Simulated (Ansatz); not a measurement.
AlAs (zinc blende)

```yaml
crystal:
  lattice:
    - [0.00000, 2.86406, 2.86406]
    - [2.86406, 0.00000, 2.86406]
    - [2.86406, 2.86406, 0.00000]
  atoms:
    - { symbol: As, position: [0.75000, 0.75000, 0.75000] }
    - { symbol: Al, position: [0.00000, 0.00000, 0.00000] }
```

The volume is varied about the relaxed value V₀ at fixed cell shape. Symmetry pins the atoms to their sites.

The numbers are results of PBE (plane waves to 420 eV, PAW, scalar-relativistic; Ansatz, an electronic-structure program), not measurements. k mesh 10×10×10 (Γ-centred), Fermi-Dirac smearing 0.05 eV. The energy includes the smearing's −TS. AlAs was relaxed with its symmetry unable to fall. The PAW data are Ansatz's earlier set. ΔE is measured from the relaxed starting cell.

```json
[
 {"V (Å³/atom)": "21.144", "ΔE (meV/atom)": "59.3"},
 {"V (Å³/atom)": "21.536", "ΔE (meV/atom)": "39.9"},
 {"V (Å³/atom)": "21.927", "ΔE (meV/atom)": "24.7"},
 {"V (Å³/atom)": "22.319", "ΔE (meV/atom)": "13.5"},
 {"V (Å³/atom)": "22.710", "ΔE (meV/atom)": "5.8"},
 {"V (Å³/atom)": "23.102", "ΔE (meV/atom)": "1.4"},
 {"V (Å³/atom)": "23.493", "ΔE (meV/atom)": "0.0"},
 {"V (Å³/atom)": "23.885", "ΔE (meV/atom)": "1.3"},
 {"V (Å³/atom)": "24.276", "ΔE (meV/atom)": "5.1"},
 {"V (Å³/atom)": "24.668", "ΔE (meV/atom)": "11.3"},
 {"V (Å³/atom)": "25.060", "ΔE (meV/atom)": "19.5"},
 {"V (Å³/atom)": "25.451", "ΔE (meV/atom)": "29.6"},
 {"V (Å³/atom)": "25.843", "ΔE (meV/atom)": "41.5"}
]
```

What is the fitted pressure derivative B₀′?

4.3.

What bulk modulus B₀ follows from a third-order Birch-Murnaghan fit?

67.1 GPa. Check by three points about V = 23.493 Å³/atom, step 0.392: d²E/dV² ≈ (1.4 − 2·0.0 + 1.3) meV / 0.392² = 0.0176 eV/Å⁶, and V·d²E/dV² × 160.2 = 66.3 GPa.

(Under strain, the slope of the energy per volume gives the stress and its curvature an elastic modulus.)
